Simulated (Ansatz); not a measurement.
**CdI2-type LaF2**

Level of theory: DFT, PBEsol, scalar-relativistic, no spin polarisation; plane waves to 420 eV with PAW datasets (Ansatz 0.2.0), 10×10×6 k-mesh, Gaussian smearing of 0.05 eV. The datasets are Ansatz's generated set soft_2.

```cif
data_structure
_symmetry_space_group_name_H-M 'P-3m1'
_symmetry_Int_Tables_number 164
_cell_length_a 3.5772
_cell_length_b 3.5772
_cell_length_c 5.1473
_cell_angle_alpha 90.000
_cell_angle_beta 90.000
_cell_angle_gamma 120.000
_cell_volume 57.04
loop_
_atom_site_label
_atom_site_type_symbol
_atom_site_symmetry_multiplicity
_atom_site_Wyckoff_symbol
_atom_site_fract_x
_atom_site_fract_y
_atom_site_fract_z
_atom_site_occupancy
La1 La 1 a 0.00000 0.00000 0.00000 1
F1 F 2 d 0.33333 0.66667 0.26191 1
```

The start was a prototype's sites filled with these elements, not a measured cell.

The cell above was scaled in volume, and shape and atoms were relaxed at each volume within its symmetry. Energies are counted from the cell above.

Cell and atoms are those of this level's equilibrium.

```tsv
V (Å³/atom)	ΔE (meV/atom)	P (GPa)
18.25	0.4	0.31
18.63	0.0	0.13
19.01	0.0	0.00
19.39	?	?
19.78	0.5	-0.15
```

(1) Fill in the withheld row.

(2) Can a bulk modulus be trusted from these points?

Answers:

(1) ΔE (meV/atom): 0.2, P (GPa): -0.10.

(2) No. The energies are smooth (scatter 0.00 meV/atom), but the fit's B0′ of 21.2 is out of the usual range: the curve is too flat or too lopsided over this range, as for soft or weakly bound crystals, and a third-order form can't fix it.

The fit puts its minimum at 18.84 Å³/atom, 0.9 % under the cell above, so zero pressure fixes the volume only loosely here.

For elements this heavy, spin–orbit coupling would shift levels and gaps; it isn't included here. The cell is a metal with an odd number of electrons, and spin polarisation wasn't tried.
